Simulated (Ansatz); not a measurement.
YIr$_{2}$:
```
CELL_PARAMETERS angstrom
      0.00000     3.76956     3.76956
      3.76956     0.00000     3.76956
      3.76956     3.76956     0.00000
ATOMIC_POSITIONS crystal
  Y  0.00000 0.00000 0.00000
  Y  0.25000 0.25000 0.25000
  Ir 0.12500 0.62500 0.62500
  Ir 0.62500 0.62500 0.12500
  Ir 0.62500 0.12500 0.62500
  Ir 0.62500 0.62500 0.62500
```

Relaxed with r²SCAN. Special points in fractions of this cell's reciprocal vectors: Γ (0.000, 0.000, 0.000); X (0.500, 0.000, 0.500); U (0.625, 0.250, 0.625); K (0.375, 0.375, 0.750); L (0.500, 0.500, 0.500); W (0.500, 0.250, 0.750).

Task: List the band energies nearest the Fermi level at these points for plane-wave PAW r²SCAN (Ansatz code).

Result: In eV from the Fermi level; about four levels below and three above (degenerate sets whole), none deeper than 8.9 eV; points with the same levels are listed once.

```
k                          below                above
-  -----------------------------  -------------------
Γ  -0.67 -0.67 -0.01 -0.01 -0.01  1.19 2.41 2.41 2.41
X        -0.64 -0.64 -0.54 -0.54  0.72 0.72 2.74 2.74
U        -1.99 -1.20 -1.14 -0.33       0.11 0.92 1.16
L        -0.85 -0.85 -0.30 -0.30       1.18 1.18 1.18
W        -1.61 -1.61 -1.45 -1.45  0.04 0.04 1.07 1.07
```

Space group Fd-3m (cubic Laves (MgCu2 type)). The workflow started from a Materials Project entry (that database holds measured and hypothetical structures alike); the Crystallography Open Database files this formula in space group No. 227, but the cells were not matched. Its standing as an ambient phase is unchecked. The cell was relaxed with r²SCAN under the symmetry of its start; whether a distortion lowers the energy is not shown. The run is not spin-polarised. Scalar-relativistic: spin–orbit coupling is off unless named, which matters more the heavier the elements.

Potentials: the later of the program's two PAW sets.
